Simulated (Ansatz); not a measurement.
Values for one crystal, relaxed and computed with PBEsol (plane waves, PAW; program Ansatz); other levels are named.

```yaml
volume_per_atom: 12.70 Å³
band_gap: 1.05 eV (indirect)
conduction_band_minimum: off the standard path, at k = (0.031, 0.031, 0.398)
zone_centre_stability: no imaginary mode at Γ
valence_band_maximum: at F
HSE06 gap on the PBEsol cell: 1.80 eV
Poisson's ratio: 0.36
```

Which of these materials gives this?
A) Ca3BiN, anti-perovskite
B) YN, rock salt
C) LaMoN3, R3c (La on 6a, Mo on 6a, N on 18b)
D) AlN, zinc blende

C, LaMoN3, R3c (La on 6a, Mo on 6a, N on 18b)

The first step of the workflow began from a Materials Project structure, measured or hypothetical; the Crystallography Open Database copy checked does not list it. Whether it is the stable phase at ambient conditions was not checked. The cell was relaxed with PBEsol under the symmetry of its start. The run is not spin-polarised. Spin–orbit coupling is left out wherever it is not named.

Potentials: the later of the program's two PAW sets.
